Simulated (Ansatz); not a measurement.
GaSb (NiAs type, space group No. 194) under volume change, r²SCAN (plane waves, PAW; program Ansatz), shape and atoms relaxed at each volume.

| V (Å³/atom) | E − E(relaxed) (meV/atom) | P (GPa) |
|---|---|---|
| 21.692 | 42.5 | 6.97 |
| 22.407 | 18.1 | 4.31 |
| 23.122 | 4.2 | 1.95 |
| 23.837 | 0.0 | 0.00 |
| 24.552 | 3.8 | -1.67 |
| 25.267 | 14.4 | -3.03 |
| 25.982 | 30.5 | -4.16 |

### Question
What does a third-order Birch–Murnaghan fit give for V₀, B₀ and B′?

### Answer
V₀ = 23.84 Å³/atom, B₀ = 59.4 GPa, B′ = 4.7.

Space group P6_3/mmc (NiAs type). The start of the workflow was typed in or built on a structure type; neither database checked (COD, Materials Project) lists it. It is not the phase usual at ambient conditions (space group No. 216). The r²SCAN relaxation kept the symmetry of its start; whether a distortion lowers the energy is not shown. Scalar-relativistic: spin–orbit coupling is off unless named, which matters more the heavier the elements.

Potentials: the earlier of the program's two PAW sets.
